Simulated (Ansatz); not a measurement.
Relaxed SiO$_{2}$ (rutile):

```
CELL_PARAMETERS angstrom
      4.23588     0.00000     0.00000
      0.00000     4.23588     0.00000
      0.00000     0.00000     2.68991
ATOMIC_POSITIONS crystal
  Si 0.50000 0.50000 0.50000
  Si 0.00000 0.00000 0.00000
  O  0.80699 0.80699 0.50000
  O  0.30699 0.69301 0.00000
  O  0.69301 0.30699 0.00000
  O  0.19301 0.19301 0.50000
```

These are PBE (plane waves to 420 eV, PAW, scalar-relativistic; Ansatz, a program for electronic structure) values and carry that method's errors. k mesh 6×6×10 (Γ-centred), Fermi-Dirac smearing 0.05 eV. SiO2 was relaxed with its symmetry unable to fall. The PAW data are Ansatz's earlier set.

One atom of the cell was then moved (with its periodic images), all else fixed, and the forces (eV/Å) came out as:

```json
[
 {"atom": "Si1", "Fx": "-0.696", "Fy": "0.483", "Fz": "0.000"},
 {"atom": "Si2", "Fx": "0.089", "Fy": "-0.073", "Fz": "0.000"},
 {"atom": "O3", "Fx": "-0.028", "Fy": "-0.001", "Fz": "0.000"},
 {"atom": "O4", "Fx": "-0.436", "Fy": "0.466", "Fz": "0.000"},
 {"atom": "O5", "Fx": "1.847", "Fy": "-0.844", "Fz": "0.000"},
 {"atom": "O6", "Fx": "-0.777", "Fy": "-0.032", "Fz": "0.000"}
]
```

Task: Which atom was moved, and by which vector (Å)?

Result: O5, by (-0.09, 0.00, 0.00), 0.09 Å in all.

(For displaced atoms, the force is minus the slope of the energy, and its curvature is a force constant, which sets phonon frequencies.)
